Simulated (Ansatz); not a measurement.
Harmonic thermodynamics of Sn3GeO8

Method: Ansatz 0.2.0, DFT PBE, scalar-relativistic, plane waves, PAW. Plane waves to 420 eV; Γ-centred k mesh 6×6×4; fixed occupations. No spin polarisation. Phonons by linear response, acoustic sum rule imposed.

Equilibrium structure at this level:
```xyz
12
Lattice="3.3456 -3.3604 0.0000 3.3456 3.3604 0.0000 0.0000 0.0000 6.3189" Properties=species:S:1:pos:R:3 pbc="T T T"
Sn    3.3456    0.0000    3.1594
Sn    0.0000    0.0000    4.7802
Sn    0.0000    0.0000    1.5387
Ge    3.3456    0.0000    0.0000
O     1.3868    0.0000    0.0000
O     1.2871    0.0000    3.1594
O     5.3045    0.0000    0.0000
O     5.4042    0.0000    3.1594
O     3.3456   -1.2584    4.8401
O     3.3456   -1.2584    1.4788
O     3.3456    1.2584    4.8401
O     3.3456    1.2584    1.4788
```

The structure comes from a generated guess, relaxed at this level; another structure or a mixture of phases may lie lower. Spin–orbit coupling is left out, which matters for heavy elements. The q mesh is coarse, so values between its points are rough.

Force constants from linear response on a 2×2×1 q mesh, interpolated to a fine mesh.

Task: Give the zero-point energy per atom.

Result: 68.3 meV.

Task: How large are the vibrational entropy and heat capacity at 300 K?

Result: S = 2.24 k_B and C_V = 2.27 k_B per atom, 76 % of the Dulong–Petit value.

Task: Tabulate them against temperature.

Result:
| T (K) | F_vib (meV/atom) | S (k_B/atom) | C_V (k_B/atom) |
| --- | --- | --- | --- |
| 100 | 66.8 | 0.51 | 0.88 |
| 200 | 58.5 | 1.41 | 1.77 |
| 300 | 42.7 | 2.24 | 2.27 |
| 400 | 20.3 | 2.93 | 2.54 |
| 500 | -7.5 | 3.52 | 2.68 |
| 600 | -40.0 | 4.01 | 2.77 |
| 700 | -76.5 | 4.45 | 2.83 |
| 800 | -116.5 | 4.83 | 2.87 |
| 900 | -159.6 | 5.17 | 2.89 |
| 1000 | -205.4 | 5.47 | 2.91 |
